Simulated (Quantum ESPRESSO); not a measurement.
pw.x input (Quantum ESPRESSO 7.5; PBE, PseudoDojo stringent norm-conserving files, scalar-relativistic):

```
&CONTROL
  calculation = 'scf'
  pseudo_dir = './pseudo'
  outdir = './out'
  tprnfor = .true.
  tstress = .true.
/
&SYSTEM
  ibrav = 0
  nat = 2
  ntyp = 2
  ecutwfc = 106.6
  ecutrho = 426.4
  occupations = 'smearing'
  smearing = 'fd'
  degauss = 0.002
  nbnd = 18
/
&ELECTRONS
  conv_thr = 2e-10
/
ATOMIC_SPECIES
Be 9.0122 Be.upf
Te 127.6000 Te.upf
CELL_PARAMETERS angstrom
  0.000000000000   2.803381129000   2.803381129000
  2.803381129000   0.000000000000   2.803381129000
  2.803381129000   2.803381129000   0.000000000000
ATOMIC_POSITIONS crystal
Be   0.000000000000   0.000000000000   0.000000000000
Te   0.250000000000   0.250000000000   0.250000000000
K_POINTS automatic
8 8 8 0 0 0
```

End of the output:

```
     total energy              =    -589.32355985 Ry
     estimated scf accuracy    <       0.00000020 Ry
     total energy              =    -589.32355996 Ry
     estimated scf accuracy    <          7.3E-09 Ry
     total energy              =    -589.32355997 Ry
     estimated scf accuracy    <          8.2E-10 Ry
[...]
     the Fermi energy is     9.7183 ev
!    total energy              =    -589.32355997 Ry
     estimated scf accuracy    <          1.5E-11 Ry
     smearing contrib. (-TS)   =      -0.00000000 Ry
     internal energy E=F+TS    =    -589.32355997 Ry
     The total energy is F=E-TS. E is the sum of the following terms:
     one-electron contribution =    -449.93894641 Ry
     hartree contribution      =     208.72878234 Ry
     xc contribution           =     -77.40610944 Ry
     ewald contribution        =    -270.70728647 Ry
     convergence has been achieved in   8 iterations
     Forces acting on atoms (cartesian axes, Ry/au):
     atom    1 type  1   force =    -0.00000000   -0.00000000    0.00000000
     atom    2 type  2   force =    -0.00000000    0.00000000    0.00000000
     Total force =     0.000000     Total SCF correction =     0.000000
     Computing stress (Cartesian axis) and pressure
          total   stress  (Ry/bohr**3)                   (kbar)     P=       18.59
   0.00012637   0.00000000   0.00000000           18.59        0.00        0.00
   0.00000000   0.00012637   0.00000000            0.00       18.59        0.00
   0.00000000   0.00000000   0.00012637            0.00        0.00       18.59
```
In a gapped system the printed Fermi energy is only some level inside the gap.

Spin-orbit coupling is not included.

Geometry relaxed with PBEsol.
